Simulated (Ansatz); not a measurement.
Al$_{2}$Cu:
```xyz
6
Lattice="-3.0257 3.0257 2.4438 3.0257 -3.0257 2.4438 3.0257 3.0257 -2.4438" Properties=species:S:1:pos:R:3 pbc="T T T"
Al     0.9599     3.9856     0.0000
Al     0.9599     2.0658     2.4438
Al     2.0658     0.9599     0.0000
Al     2.0658    -0.9599     2.4438
Cu     0.0000     0.0000     1.2219
Cu     0.0000     0.0000     3.6657
```

This is the PBE-relaxed structure.

### Question
All from DFT-PBE in the program Ansatz with PAW potentials, unless another level is named. Predict the formation energy from the elements (no fitted shifts).

### Answer
-0.16 eV/atom.

### Question
And the density of states at the Fermi level?

### Answer
0.34 states/eV per atom (mean over ±0.08 eV).

Space group I4/mcm. The PBE relaxation kept the symmetry of its start. No spin polarisation was allowed. The references are the lowest solids computed at this level, not always the standard phases.

Potentials: the later of the program's two PAW sets.
